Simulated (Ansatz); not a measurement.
Input and command of a plane-wave DFT calculation in Ansatz:

```yaml
crystal:
  lattice:
    - [4.8138367932, 0.0, 0.0]
    - [0.0, 4.8138367932, 0.0]
    - [0.0, 0.0, 4.8138367932]
  atoms:
    - { symbol: In, position: [-0.0119935572, -0.0119935572, -0.0119935572] }
    - { symbol: Sb, position: [0.5, 0.0, 0.5] }
    - { symbol: Sb, position: [0.0, 0.5, 0.5] }
    - { symbol: Sb, position: [0.5, 0.5, 0.0] }
basis:
  ecutwfc: 420
kpoints:
  mp_grid: { grid: [10, 10, 10] }
hamiltonian:
  xc: pbe
scf:
  occupations: { method: gaussian, width: 0.15 }
output:
  forces: true
  stress: true
  eigenvalues: true
```

```bash
ansatz run input.yaml --threads 1 --pin off --max-ram 2560MiB --backend cpu --events-out ev --progress --plain --runs-dir out
```

Processor: Intel(R) Xeon(R) Processor @ 2.50GHz (Skylake/Cascade Lake), 1 thread, on a host shared with other jobs.

**Question.** Estimate time, memory and problem size.

**Answer.** About 58 s on 1 thread of Intel(R) Xeon(R) Processor @ 2.50GHz (Skylake/Cascade Lake), with other jobs on the host, peak memory 0.6 GiB. It solves 35 bands at 116 k points (the mesh reduced by symmetry) with about 2109 plane waves, in 6 SCF iterations.
